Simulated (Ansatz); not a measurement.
Calculated electric field gradients for Sr3Co3N5

The cell is a computed structure from the Materials Project (it need not be an observed phase).

Space group P-1 (No. 2); a = 5.6262, b = 7.5273, c = 8.4267 Å, α = 110.68°, β = 103.92°, γ = 99.66°.

| site | Wyckoff | site symmetry | x | y | z |
| --- | --- | --- | --- | --- | --- |
| Sr1 | 2i | 1 | 0.7720 | 0.4270 | 0.5961 |
| Sr3 | 2i | 1 | 0.6665 | 0.8550 | 0.8854 |
| Sr5 | 2i | 1 | 0.6984 | 0.6859 | 0.2286 |
| Co7 | 2i | 1 | 0.9059 | 0.3227 | 0.9863 |
| Co9 | 2i | 1 | 0.6758 | 0.9767 | 0.5881 |
| Co11 | 2i | 1 | 0.0832 | 0.8777 | 0.6972 |
| N13 | 2i | 1 | 0.9346 | 0.0974 | 0.8093 |
| N15 | 2i | 1 | 0.7320 | 0.7272 | 0.5540 |
| N17 | 2i | 1 | 0.7587 | 0.5055 | 0.9123 |
| N19 | 2i | 1 | 0.3359 | 0.9524 | 0.6054 |
| N21 | 2i | 1 | 0.1814 | 0.7490 | 0.8436 |

One atom of each set is listed.

Method: Kohn–Sham DFT in Ansatz, r2SCAN, plane waves and PAW, scalar-relativistic, collinear spin, 500 eV cutoff, Γ-centred 6×5×5 k-points, Fermi–Dirac smearing 0.05 eV. Start moments as typed (μB): 4 on each Co, none on the rest. The program fits them to the shells of the files, so those used differ somewhat.

C_Q = eQV_zz/h, which is 24.18 MHz for Q = 1 b and V_zz = 10²¹ V/m²; η = (V_xx − V_yy)/V_zz. ν_Q = 3|C_Q|/[2I(2I − 1)].

Sr-87: I = 9/2, Q = 305.0 mb; 59Co: I = 7/2, Q = 420.0 mb; 14N: I = 1, Q = 20.44 mb. Nuclear quadrupole moments: year-2017 set (Pyykkö).

```csv
site,atoms,first shell,C_Q (MHz),η,ν_Q (MHz)
Sr1,2,5 N at 2.45–2.79 Å,-74.0,0.70,3.08
Sr3,2,"8 N at 2.53–3.20 Å; also 6 Co at 2.96–3.35 Å, 3 Sr at 3.48–3.53 Å",-39.2,0.67,1.63
Sr5,2,5 N at 2.49–2.66 Å,94.1,0.18,3.92
Co7,2,4 N at 1.84–1.93 Å,28.3,0.98,2.02
Co9,2,4 N at 1.86–1.94 Å,-25.0,0.44,1.78
Co11,2,4 N at 1.86–2.02 Å,16.3,0.81,1.16
N13,2,3 Co at 1.86–2.02 Å; also 3 Sr at 2.53–2.84 Å,-1.37,0.84,2.06
N15,2,"2 Co at 1.89–1.94 Å, 1 Sr at 2.45 Å; also 3 Sr at 2.60–2.75 Å",-1.10,0.74,1.65
N17,2,"2 Co at 1.89–1.93 Å, angle 86°; also 4 Sr at 2.49–2.84 Å",-1.55,0.89,2.32
N19,2,3 Co at 1.87–1.94 Å; also 3 Sr at 2.63–3.02 Å,0.668,0.22,1.00
N21,2,"2 Co at 1.84–1.86 Å, angle 141°; also 5 Sr at 2.61–3.33 Å",-0.801,0.61,1.20
```

The largest force is 0.5 eV/Å, so the atoms aren't at the calculated equilibrium and relaxing them would move these values. The moments were started parallel, and the run ended with some of them reversed. Runs of this kind can end above the lowest electronic state. The program didn't check the stability of this electronic state in full, so a lower one may lie near. With no gap above 0.1 eV, as in a metal, the gradients converge slowly in k; expect changes of a tenth or more on a denser mesh. Without spin–orbit coupling (the program notes it for Sr) the gradients can shift somewhat, as the gap is small. Semilocal functionals can leave a metal where correlation in the d or f shell opens a gap in the real compound, and that would change the values at and beside Co. With these PAW files V_zz is typically within 2 to 3 % of all-electron values, but misses above 10 % occur on Co. The run lost part of its start moments, as the program notes; a state with other moments may lie lower. The magnetic order is the one that the run reached from its start moments, not necessarily the measured one; the program found signs of a lower order. Where η is near 1 the sign of V_zz means little.
